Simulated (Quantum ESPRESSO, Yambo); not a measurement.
# Quasiparticle gap of KBH₄

```cif
data_H8B2K2
_chemical_formula_sum 'H8 B2 K2'
_space_group_name_H-M_alt 'P 1'
_space_group_IT_number 1
_cell_length_a 4.66337
_cell_length_b 4.67774
_cell_length_c 6.54862
_cell_angle_alpha 90.000
_cell_angle_beta 90.067
_cell_angle_gamma 90.000
loop_
_space_group_symop_operation_xyz
  'x, y, z'
loop_
_atom_site_label
_atom_site_type_symbol
_atom_site_fract_x
_atom_site_fract_y
_atom_site_fract_z
_atom_site_occupancy
H1 H 0.53483 0.75000 0.14212 1
H2 H 0.46517 0.25000 0.85788 1
H3 H 0.74955 0.96359 0.35808 1
H4 H 0.25045 0.03641 0.64192 1
H5 H 0.25045 0.46359 0.64192 1
H6 H 0.74955 0.53641 0.35808 1
H7 H 0.96397 0.75000 0.14223 1
H8 H 0.03603 0.25000 0.85777 1
B1 B 0.25049 0.25000 0.74996 1
B2 B 0.74951 0.75000 0.25004 1
K1 K 0.75019 0.75000 0.75012 1
K2 K 0.24981 0.25000 0.24988 1
```

The geometry is that of Materials Project entry mp-37722, symmetrised and not relaxed again.

Starting point: norm-conserving LDA (Quantum ESPRESSO, 76 Ry, scalar-relativistic). G0W0 in Yambo: 2×2×2 Γ-centred k mesh, 197 bands and a 7 Ry block in the screening, 197 bands in G with the Bruneval-Gonze terminator, plasmon pole fitted at 27.2 eV.

```yaml
LDA gap along the band path: 5.64 eV
LDA gap between the mesh's edge points (Γ → (-0.5, -0.5, 0)): 5.64 eV
G0W0 gap between the same points: 8.95 eV
LDA smallest direct gap on the mesh (at Γ): 5.69 eV
G0W0 direct gap at that point: 9.03 eV
```

```
k point             band  E LDA (eV)  E QP (eV)  shift (eV)     Z
------------------  ----  ----------  ---------  ----------  ----
Γ                     VB        0.00      -1.93       -1.93  0.82
Γ                     CB        5.69       7.10        1.41  0.87
(0, 0, -0.5)          VB       -0.06      -1.99       -1.92  0.82
(0, 0, -0.5)          CB        6.00       7.38        1.38  0.87
(0, -0.5, -0.5)       VB       -0.38      -2.33       -1.95  0.82
(0, -0.5, -0.5)       CB        6.76       8.01        1.25  0.87
(-0.5, 0, 0)          VB       -0.38      -2.33       -1.95  0.82
(-0.5, 0, 0)          CB        7.03       8.39        1.36  0.86
(-0.5, 0, -0.5)       VB       -0.39      -2.34       -1.95  0.82
(-0.5, 0, -0.5)       CB        6.76       8.01        1.25  0.87
(-0.5, -0.5, 0)       VB       -0.35      -2.30       -1.95  0.82
(-0.5, -0.5, 0)       CB        5.64       7.02        1.38  0.87
(-0.5, -0.5, -0.5)    VB       -0.60      -2.53       -1.93  0.82
(-0.5, -0.5, -0.5)    CB        7.26       8.72        1.46  0.86
```

Energies count from the LDA valence-band maximum.

Nearest settings tried, and what they do to the gap: 124 bands in W, 124 bands in G: -6 meV; 6 Ry block (233 vectors against 323): -69 meV; 2×2×1 mesh: -96 meV. So the settings aren't converged at that level. The k mesh is coarse.

The structure is a Materials Project entry; no match was found in the copy of COD used, and its stability was not checked.
